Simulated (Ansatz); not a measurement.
Given:

LiPd:
```cif
data_LiPd
_chemical_formula_sum 'Pd1 Li1'
_space_group_name_H-M_alt 'P-6m2'
_space_group_IT_number 187
_space_group_name_Hall 'P -6 2'
_cell_length_a 2.74038
_cell_length_b 2.74038
_cell_length_c 4.14984
_cell_angle_alpha 90.000
_cell_angle_beta 90.000
_cell_angle_gamma 120.000
loop_
_atom_site_label
_atom_site_type_symbol
_atom_site_symmetry_multiplicity
_atom_site_Wyckoff_symbol
_atom_site_fract_x
_atom_site_fract_y
_atom_site_fract_z
_atom_site_occupancy
Pd1 Pd 1 b 0.00000 0.00000 0.50000 1
Li1 Li 1 e 0.66667 0.33333 0.00000 1
```

This is the PBEsol-relaxed structure.

**Question.** All from the program Ansatz at the PBEsol level (PAW), unless another level is named. Predict the density of states at the Fermi level.

**Answer.** 0.31 states/eV per atom (mean over ±0.08 eV).

**Question.** Give the formation energy from the elements (no fitted shifts).

**Answer.** -0.40 eV/atom.

**Question.** What about the gap with spin–orbit coupling?

**Answer.** none (metallic).

The workflow started from an entry of the Crystallography Open Database (COD), which files this formula under 2 space groups. Whether it is the stable phase at ambient conditions was not checked. The PBEsol relaxation kept the symmetry of its start; whether a distortion lowers the energy is not shown. The run is not spin-polarised. The references are the lowest solids computed at this level, not always the standard phases. Spin–orbit coupling is left out wherever it is not named.

Potentials: the later of the program's two PAW sets.
